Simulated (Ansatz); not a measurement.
Input and command of a plane-wave DFT calculation in Ansatz:

```yaml
crystal:
  lattice:
    - [2.1627800661, 1.2486816534, 13.1552326131]
    - [-2.1627800661, 1.2486816534, 13.1552326131]
    - [0.0, -2.4973633067, 13.1552326131]
  atoms:
    - { symbol: Ge, position: [0.0, 0.0, 0.0] }
    - { symbol: Sb, position: [0.1407929461, 0.1407929461, 0.1407929461] }
    - { symbol: Sb, position: [0.8592070539, 0.8592070539, 0.8592070539] }
    - { symbol: Te, position: [0.4300142412, 0.4300142412, 0.4300142412] }
    - { symbol: Te, position: [0.5699857588, 0.5699857588, 0.5699857588] }
    - { symbol: Te, position: [0.2917905363, 0.2917905363, 0.2917905363] }
    - { symbol: Te, position: [0.7082094637, 0.7082094637, 0.7082094637] }
basis:
  ecutwfc: 420
kpoints:
  mp_grid: { grid: [12, 12, 12] }
hamiltonian:
  xc: pbe
scf:
  occupations: { method: gaussian, width: 0.15 }
output:
  forces: true
  stress: true
  eigenvalues: true
  write_density: true
  write_potential: true
  elf: true
  volumetric_format: npy
```

```bash
ansatz run input.yaml --threads 2 --pin off --max-ram 5120MiB --backend cpu --events-out ev --progress --plain --runs-dir out
```

Processor: Intel(R) Xeon(R) 6975P-C (Granite Rapids), 2 threads, on a host shared with other jobs.

Task: Estimate time, memory and problem size.

Result: About 55 s on 2 threads of Intel(R) Xeon(R) 6975P-C (Granite Rapids), on a shared host, peak memory 1.8 GiB. It solves 65 bands at 189 k points (the mesh reduced by symmetry) with about 4189 plane waves, in 9 SCF iterations.
